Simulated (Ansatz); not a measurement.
**Relaxation of YZnSi**

Computed with DFT r2SCAN, scalar-relativistic, plane waves, PAW in Ansatz. (500 eV cutoff, 12×12×10 k-mesh, Gaussian smearing of 0.10 eV, no spin polarisation)

What was changed: biaxial strain in the a-b plane, c and atoms relaxed: -3.0 %.

Input:

```yaml
crystal:
  lattice:
    - [3.9583370548, 0.0, 0.0]
    - [-1.9791685274, 3.4280204462, 0.0]
    - [0.0, 0.0, 4.149848475]
  atoms:
    - { symbol: "Y", position: [0.0, 0.0, 0.0] }
    - { symbol: Zn, position: [0.3333333333, 0.6666666667, 0.5] }
    - { symbol: Si, position: [0.6666666667, 0.3333333333, 0.5] }
basis:
  ecutwfc: 500
kpoints:
  mp_grid: { grid: [12, 12, 10] }
hamiltonian:
  xc: r2scan
scf:
  occupations: { method: gaussian, width: 0.1 }
output:
  forces: true
  stress: true
  eigenvalues: true
relax:
  adjacent_minimum: "off"
  f_tol: 0.008
  max_steps: 40
  cell: { stress_tol: 0.05, fix: [a, b, gamma] }
```

F is the free energy. Steps run on the plane waves of an earlier cell, but the last one, and at times one on the way, on a freshly chosen basis, so a repeated geometry can differ a little in energy. The held parts of the cell keep their stress, so P needn't end at zero.

Steps:

```
step F − F(1) (eV) largest force component (eV/Å) V (Å³/atom) P (GPa)
   1         0.0000                           0.000       18.770     5.68
   2        -0.0001                           0.000       18.664     6.20
   3        -0.0003                           0.000       18.715     5.95
   4        -0.0003                           0.000       18.715     5.95
```

Relaxed structure:

```yaml
crystal:
  lattice:
    - [3.95834, 0.00000, 0.00000]
    - [-1.97917, 3.42802, 0.00000]
    - [0.00000, 0.00000, 4.13763]
  atoms:
    - { symbol: Y, position: [0.00000, 0.00000, 0.00000] }
    - { symbol: Zn, position: [0.33333, 0.66667, 0.50000] }
    - { symbol: Si, position: [0.66667, 0.33333, 0.50000] }
```

Symmetry: P-6m2, No. 187, hexagonal system. The conventional cell has a = 3.958 Å, b = 3.958 Å, c = 4.138 Å, α = 90.00°, β = 90.00°, γ = 120.00°. Y (site symmetry -6m2) has 6 Si at 3.08 Å and 6 Zn at 3.08 Å as nearest neighbours. Zn (site symmetry -6m2) is surrounded by 3 Si at 2.29 Å. Si (site symmetry -6m2) is surrounded by 3 Zn at 2.29 Å.

The run converged. The run took roughly 70 core-seconds.